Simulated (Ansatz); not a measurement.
**BiTe (R-3m), stationary points along a deformation path**

Level of theory: Ansatz, DFT PBE, scalar-relativistic, plane waves, PAW. Settings: plane waves to 420 eV, k-mesh 18×18×18 (Γ-centred), Gaussian smearing 0.15 eV. Spin–orbit coupling is left out, which can shift energies with elements as heavy as these. No spin polarisation. Energies are free energies at this smearing, counted from the undisturbed cell; pressure is positive in compression.

The undisturbed cell (relaxed at this level; it needn't be the usual structure):

```
Bi Te
1.0
     2.42229    1.39851    3.31334
    -2.42229    1.39851    3.31334
     0.00000   -2.79703    3.31334
Bi Te
1 1
Direct
  0.50000 0.50000 0.50000
  0.00000 0.00000 0.00000
```

At fixed volume and fractional coordinates, lengths along (0.000, 0.000, 1.000) are scaled against those across it; ρ is that ratio over its starting value. V = 33.673 Å³/atom. Δσ is the stress along the axis less the mean stress across it (compression positive).

| ρ | ΔE (meV/atom) | Δσ (GPa) | space group |
| --- | --- | --- | --- |
| 0.850 | 44.8 | 3.88 | R-3m |
| 0.920 | 11.9 | 2.00 | R-3m |
| 1.000 | 0.0 | 0.10 | R-3m |
| 1.100 | 4.3 | -0.27 | R-3m |
| 1.200 | 5.6 | 0.01 | R-3m |

How does the stress give the slope of the energy, and where is the energy stationary?

Along the path d ln(length) is 2/3 d ln ρ on the axis and −1/3 d ln ρ across it, so dE/d ln ρ = −(2/3) V Δσ: the energy falls with ρ where Δσ is positive. Δσ vanishes or changes sign between ρ = 1.000 and 1.100, a minimum (near 1.03 by linear interpolation); at ρ = 1.200 (R-3m, an end of the scan), at 5.6 meV/atom. Pairs of stationary points between two samples would go unseen, and could change a minimum read from distant neighbours into a maximum.

Integrate that slope from ρ = 1 to 0.850 by the trapezoid rule.

With V/N in Å³ and 1 eV/Å³ = 160.2 GPa the slopes at ρ = 1.000, 0.920, 0.850 are -15, -281, -544 meV/atom per unit of ln ρ. The steps add 12.3 + 32.6 = 44.9 meV/atom, against 44.8 from the energies; the trapezoid rule misses the curvature of the slope within each step.

In a metal these slopes depend on the k mesh and the smearing.

Cost: 5 runs of about 4.7 core-minutes in all, on Arm Neoverse V1 (shared hosts).